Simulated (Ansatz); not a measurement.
Relaxed-ion elastic tensor of Al (fcc (Cu type), Fm-3m) in GPa (Voigt order), DFT-LDA in the program Ansatz with PAW potentials; density 2.84 g/cm³, 15.80 Å³ per atom.

```
 122  65.1  65.1   0.0   0.0   0.0
65.1   122  65.1   0.0   0.0   0.0
65.1  65.1   122   0.0   0.0   0.0
 0.0   0.0   0.0  36.1   0.0   0.0
 0.0   0.0   0.0   0.0  36.1   0.0
 0.0   0.0   0.0   0.0   0.0  36.1
```

Q: Is the crystal mechanically stable?

A: Yes: the smallest eigenvalue of C is 36.1 GPa.

Q: Work out the Voigt, Reuss and Hill averages.

A: K_V = 84.0, K_R = 84.0, K_H = 84.0; G_V = 33.0, G_R = 32.6, G_H = 32.8 GPa.

Q: Give Young's modulus, Poisson's ratio, Pugh's ratio and the universal anisotropy index.

A: E = 9KG/(3K + G) = 87.0 GPa; ν = 0.33; K/G = 2.56 (ductile by the Pugh limit of 1.75); A_U = 5G_V/G_R + K_V/K_R − 6 = 0.07.

Q: Estimate the sound speeds and the Debye temperature.

A: v_l = √((K + 4G/3)/ρ) = 6710 m/s, v_t = √(G/ρ) = 3400 m/s, mean 3810 m/s; Θ = (h/k)(3n/4πV)^(1/3) v_m = 452 K.

Q: Give the Zener ratio and Young's modulus along [100], [110] and [111].

A: A = 2C44/(C11 − C12) = 1.27; 1/E = S11 − 2(S11 − S12 − S44/2)Γ with Γ = 0, 1/4, 1/3 gives 76.5, 89.4, 94.7 GPa.

The LDA relaxation kept the symmetry of its start. As this level gives no gap, shear constants depend on the k-mesh and smearing (Fermi–Dirac, 0.1 eV here).

Potentials: the earlier of the program's two PAW sets. The files were generated under PBE; for other functionals the program regenerates the frozen cores, and for LDA and PBEsol the local potential too.
